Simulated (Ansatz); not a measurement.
Consider the following.

Starting cell, C (diamond):

```xyz
4
Lattice="0.0000 3.5603 3.5603 1.7801 0.0000 1.7801 1.7801 1.7801 0.0000" Properties=species:S:1:pos:R:3 pbc="T T T"
C      1.7801     1.7801     1.7801
C      1.7801     3.5603     3.5603
C      2.6702     2.6702     2.6702
C      2.6702     4.4504     4.4504
```

The atoms are displaced by Q × the pattern below (from a DFPT mode at L = (0.5, 0.0, 0.0), largest move 1; Q in Å), at fixed cell. (q is in reciprocal vectors of the primitive cell; the cell shown is doubled to hold the pattern.)

```
atom       x       y       z
----  ------  ------  ------
C1    -0.577   0.577   0.577
C2     0.577  -0.577  -0.577
C3     0.577  -0.577  -0.577
C4    -0.577   0.577   0.577
```

Method: r2SCAN (plane waves to 500 eV, PAW, scalar-relativistic; Ansatz, a first-principles code). k mesh 8×16×16 (Γ-centred), Fermi-Dirac smearing 0.05 eV. The energy includes the smearing's −TS. C was relaxed with its symmetry unable to fall. ΔE is measured from the undisplaced structure.

The scan covers Q from -0.100 to 0.100 Å in 13 points.

### Question
Is this a single well or a double well?

### Answer
A single well with its minimum at or next to zero displacement.

### Question
Which space group does the distorted structure have?

### Answer
R-3m (No. 166), lowered from Fd-3m.

### Question
What is the energy change at Q = 0.100 Å?

### Answer
1429 meV/cell.

### Question
What harmonic wavenumber does the curvature at Q = 0 give?

### Answer
1284 cm⁻¹.

(For displaced atoms, the force is minus the slope of the energy, and its curvature is a force constant, which sets phonon frequencies.)
